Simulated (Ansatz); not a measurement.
BaTiHO₂:
```yaml
crystal:
  lattice:
    - [4.04762, 0.00000, 0.00000]
    - [0.00000, 4.04762, 0.00000]
    - [0.00000, 0.00000, 3.98157]
  atoms:
    - { symbol: Ba, position: [0.50000, 0.50000, 0.50000] }
    - { symbol: Ti, position: [0.00000, 0.00000, 0.00000], spin: 0.8 }
    - { symbol: O, position: [0.50000, 0.00000, 0.00000], spin: 0.0 }
    - { symbol: O, position: [0.00000, 0.50000, 0.00000], spin: 0.0 }
    - { symbol: H, position: [0.00000, 0.00000, 0.50000] }
```

Relaxed with PBE. Special points in fractions of this cell's reciprocal vectors: Γ (0.000, 0.000, 0.000); X (0.000, 0.500, 0.000); M (0.500, 0.500, 0.000); Z (0.000, 0.000, 0.500); R (0.000, 0.500, 0.500); A (0.500, 0.500, 0.500).

Q: List the band energies nearest the Fermi level at these points for PBE (plane waves, PAW; program Ansatz).

A: In eV from the Fermi level; about four levels below and three above (degenerate sets whole), none deeper than 8.9 eV; points with the same levels are listed once.

```
k                            below           above
---  -----------------------------  --------------
Γ ↑  -3.22 -3.22 -0.45 -0.45 -0.34  1.97 2.09 2.22
X ↑        -4.52 -4.49 -4.40 -0.29  1.19 1.24 1.34
M ↑        -5.54 -5.32 -5.32 -2.84  1.22 1.22 1.80
Z ↑        -2.69 -0.59 -0.59 -0.16  0.27 1.98 4.19
R ↑        -4.32 -3.57 -3.11 -1.25  0.15 0.96 1.37
A ↑        -4.94 -4.36 -4.36 -2.77  0.41 1.02 1.02
Γ ↓        -3.95 -3.95 -3.24 -3.24  0.11 0.43 0.43
X ↓        -4.62 -4.46 -4.42 -4.37  0.64 1.31 1.76
M ↓        -5.46 -5.21 -5.21 -2.87  2.06 2.06 2.24
Z ↓        -4.76 -3.39 -3.39 -2.71  0.28 0.28 0.31
R ↓        -4.30 -3.59 -3.12 -0.53  0.49 1.69 1.79
A ↓        -4.89 -4.25 -4.25 -2.81  0.77 1.80 1.80
```

Space group P4/mmm. The start of the workflow was typed in or built on a structure type; neither database checked (COD, Materials Project) lists it. Whether it is the stable phase at ambient conditions was not checked. The cell was relaxed with PBE under the symmetry of its start; whether a distortion lowers the energy is not shown. The final state is ferromagnetic, chosen from 4 collinear starts compared on coarse meshes (ties went to the first, and starts can fall back to one state), not a proven ground state. No Hubbard U is applied. The compound may be a true metal, but semilocal functionals without U, or a wrong spin order, can also close a gap. Scalar-relativistic: spin–orbit coupling is off unless named, which matters more the heavier the elements.

Potentials: the earlier of the program's two PAW sets.
